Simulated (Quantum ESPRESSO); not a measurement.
```xyz
6
Lattice="-2.9452 4.7084 2.9222 2.9452 -4.7084 2.9222 2.9452 4.7084 -2.9222" Properties=species:S:1:pos:R:3 pbc="T T T"
Si     0.0000     0.0000     4.3833
Si     0.0000     0.0000     1.4611
Se     1.3092     1.1943     0.0000
Se     1.6360     3.5141     2.9222
Se     1.3092    -1.1943     2.9222
Se     1.6360     5.9027     0.0000
```

Cell and atoms were relaxed with PBE+D3(BJ) from Materials Project entry mp-568264, within its symmetry.

### Question
What does norm-conserving PBEsol (Quantum ESPRESSO, 86 Ry, without SOC) give for the electronic structure near the Fermi level?

### Answer
The PBEsol gap is indirect, 1.41 eV, from 80 % of the way from Γ to Y to Z; the smallest direct gap is 1.68 eV. Spin-orbit splittings are left out.

Letters of k points follow the standard setting of the lattice, whose axes may be ordered differently from the printed cell.
